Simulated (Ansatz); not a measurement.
GaRu3C:
```cif
data_CGaRu3
_chemical_formula_sum 'Ga1 Ru3 C1'
_space_group_name_H-M_alt 'Pm-3m'
_space_group_IT_number 221
_space_group_name_Hall '-P 4 2 3'
_cell_length_a 3.99703
_cell_length_b 3.99703
_cell_length_c 3.99703
_cell_angle_alpha 90.000
_cell_angle_beta 90.000
_cell_angle_gamma 90.000
loop_
_atom_site_label
_atom_site_type_symbol
_atom_site_symmetry_multiplicity
_atom_site_Wyckoff_symbol
_atom_site_fract_x
_atom_site_fract_y
_atom_site_fract_z
_atom_site_occupancy
Ga1 Ga 1 a 0.00000 0.00000 0.00000 1
Ru1 Ru 3 c 0.00000 0.50000 0.50000 1
C1 C 1 b 0.50000 0.50000 0.50000 1
```

Relaxed with r²SCAN.

**Question.** Tabulate the valence density and the electron localisation function along the shortest Ga–Ru contact (2.83 Å), r²SCAN (plane waves, PAW; program Ansatz).

**Answer.** 

| distance from Ga (Å) | density (e/Å³) | ELF |
|---|---|---|
| 0.28 | 21.82 | 0.03 |
| 0.42 | 8.15 | 0.03 |
| 0.57 | 2.60 | 0.10 |
| 0.71 | 0.98 | 0.19 |
| 0.85 | 0.52 | 0.23 |
| 0.99 | 0.35 | 0.23 |
| 1.13 | 0.28 | 0.28 |
| 1.27 | 0.25 | 0.32 |
| 1.41 | 0.26 | 0.31 |
| 1.55 | 0.32 | 0.29 |
| 1.70 | 0.46 | 0.30 |
| 1.84 | 0.75 | 0.40 |
| 1.98 | 1.54 | 0.52 |
| 2.12 | 3.19 | 0.61 |
| 2.26 | 5.45 | 0.64 |
| 2.40 | 7.92 | 0.62 |
| 2.54 | 10.14 | 0.55 |

The density is the valence pseudo-density with augmentation charge, so density and ELF within about 1 Å of a nucleus are not all-electron values.

The start of the workflow was typed in or built on a structure type; neither database checked (COD, Materials Project) lists it. Its standing as an ambient phase is unchecked. Symmetry was held in the r²SCAN relaxation; whether a distortion lowers the energy is not shown. The run is not spin-polarised.

Potentials: the earlier of the program's two PAW sets.
